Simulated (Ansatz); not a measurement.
Nb2O5:
```
Nb2O5
1.0
    6.44735     1.91194     0.00000
   -6.44735     1.91194     0.00000
   -0.04938     0.00000     3.98262
Nb O
2 5
Direct
  0.85364   0.14636   0.93346
  0.14636   0.85364   0.06654
  0.85122   0.14878   0.48797
  0.14878   0.85122   0.51203
  0.00000   0.00000   0.00000
  0.68479   0.31521   0.00395
  0.31521   0.68479   0.99605
```

Relaxed with r²SCAN. Plane-wave PAW r²SCAN (Ansatz code) gives a gap of 2.74 eV.

**Question.** What gap does HSE06 give on the same cell (Ansatz, PAW)?

**Answer.** 3.72 eV, 0.99 eV more. The hybrid was solved on a coarser mesh and at special points; its gap is the smallest among all of these.

```tsv
k	v1 r²SCAN	c1 r²SCAN	v1 HSE06	c1 HSE06
Γ	-0.76	2.98	-0.82	3.98
Y2	-0.85	2.74	-0.92	3.72
A	-0.19	4.11	?	?
M2	-0.13	3.87	?	?
V2	-0.94	3.09	?	?
L2	0.00	3.36	0.00	4.43
C	-0.95	3.24	-0.99	4.24
D	-0.05	3.42	?	?
```

**Question.** Top valence (v1) and lowest conduction level (c1) in eV from each method's valence maximum (which need not be a listed point): supply the withheld HSE06 values.

**Answer.** 
- A, v1 HSE06: -0.20
- A, c1 HSE06: 5.19
- M2, v1 HSE06: -0.13
- M2, c1 HSE06: 4.97
- V2, v1 HSE06: -0.97
- V2, c1 HSE06: 4.11
- D, v1 HSE06: -0.05
- D, c1 HSE06: 4.50

Cost on shared cores: the r²SCAN run (SCF on a 8×8×7 mesh, then bands and DOS) about 4 core-minutes (a rough figure), the HSE06 run (SCF on 5×5×4, then a few points) very roughly 6 core-minutes; the tasks are unlike.

Space group C2/m. The workflow started from a Materials Project entry (that database holds measured and hypothetical structures alike); the Crystallography Open Database copy checked does not list it. COD files the formula under space group No. 3, 15, 139, so this cell is another polymorph or a model. Whether it is the stable phase at ambient conditions was not checked. Symmetry was held in the r²SCAN relaxation; its stability against distortions is not shown here. No spin polarisation was allowed. Spin–orbit coupling is left out wherever it is not named.

Potentials: the later of the program's two PAW sets.
